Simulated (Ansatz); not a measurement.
BeSe (zinc blende, space group No. 216), a = b = c = 5.1289 Å, α = β = γ = 90.00°; the cell used has 2 atoms.

Relaxed with PBEsol. 

Q: HSE06 on this cell (Ansatz, a first-principles code, PAW) gives a gap of 3.45 eV. What does PBEsol give?

A: 2.47 eV.

Cost on shared cores: the PBEsol run (SCF on a 9×9×9 mesh, then bands and DOS) about 9 core-seconds (a rough figure), the HSE06 run (SCF on 7×7×7, then a few points) around 80 core-seconds (rough); the tasks are unlike.

Space group F-43m (zinc blende). Symmetry was held in the PBEsol relaxation. Scalar-relativistic: spin–orbit coupling is off unless named, which matters more the heavier the elements.

Potentials: the later of the program's two PAW sets.

Ansatz is a plane-wave DFT program.
